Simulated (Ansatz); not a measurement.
Ru (diamond): energy against volume

These are results of Ansatz, DFT, BLYP, plane waves (420 eV) with PAW, scalar-relativistic, not measurements. (PAW data from PBE, frozen cores regenerated.)

The cell is scaled uniformly from the relaxed one, with fractional coordinates and shape fixed. Energies are extrapolated to zero smearing, pressures are those at the given smearing. Magnetic state: spin not included.

A Birch-Murnaghan fit gives V₀ = 21.21 Å³/atom, B₀ = 143 GPa, B₀′ = 4.8.

(1) What are the energy above the minimum and the pressure at 19.534 Å³/atom?

(2) What are the energy above the minimum and the pressure at 22.082 Å³/atom?

(3) What are the energy above the minimum and the pressure at 22.932 Å³/atom?

Results:

(1) 69.9 meV/atom and 14.58 GPa as computed.

(2) 14.7 meV/atom and -5.08 GPa as computed.

(3) 53.5 meV/atom and -9.12 GPa as computed.
